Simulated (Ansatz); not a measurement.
HfO2 (fluorite, Fm-3m), the program Ansatz at the r²SCAN level (PAW), all energies at zero smearing, with the estimated change up to a 700 eV cutoff added, with one set of potentials and settings (totals compare only within such a set). Cell of 3 atoms (1 Hf, 2 O): -16876.200 eV.

```json
[
 {"element": "Hf", "reference phase": "P6_3/mmc, 2 atoms in the cell", "E (eV/atom)": "-15733.0631"},
 {"element": "O", "reference phase": "C2/m, 4 atoms in the cell, spin-polarised", "E (eV/atom)": "-566.0281"}
]
```

Formation energy per atom, worked out: (-16876.200 − 1×(-15733.0631) − 2×(-566.0281))/3 = -3.694 eV/atom (-356 kJ per mol of atoms), at 0 K, without zero-point energy or fitted corrections.

This is a known high-temperature phase of the composition, computed here at zero pressure and temperature. The cell was relaxed with r²SCAN under the symmetry of its start; its stability against distortions is not shown here. The run is not spin-polarised. The references are the lowest solids computed at this level, not always the standard phases (solids in place of the gases). Spin–orbit coupling is left out wherever it is not named.

Potentials: the later of the program's two PAW sets.
